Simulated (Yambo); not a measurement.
InP (zinc blende, space group F-43m, No. 216): a test of whether the lowest BSE state is resolved, against the k mesh (Yambo, LDA bands; otherwise 3 valence and 4 conduction bands, static screening with 28 bands and a 4 Ry block, scissor 0.54 eV, Tamm-Dancoff).

```tsv
k mesh	direct gap (eV)	lowest state (eV)	difference (eV)	k points taking part	rough cost
4×4×4	1.14	1.11	0.03	1.0	about 1/10
6×6×6	1.14	1.08	0.06	1.0	about 1/4
8×8×8	1.14	1.07	0.07	1.0	1
```

The last step moves the difference by 0.01 eV. Even the densest mesh doesn't resolve the state: none of these energies is a result, and the difference is no binding energy.

These are vertical excitations (zero momentum). The scissor comes from a G0W0 run whose convergence isn't established; costs are rough.

Spin-orbit splittings are left out.

The standard potential for In keeps a d shell in the valence without the s and p states of that shell. In tests on such compounds this moved G0W0 gaps by up to about 0.9 eV, so absolute quasiparticle energies here are unreliable; differences between settings are what counts.

Geometry relaxed with LDA; primitive cell a = b = c = 4.1172 Å, α = β = γ = 60.00°.
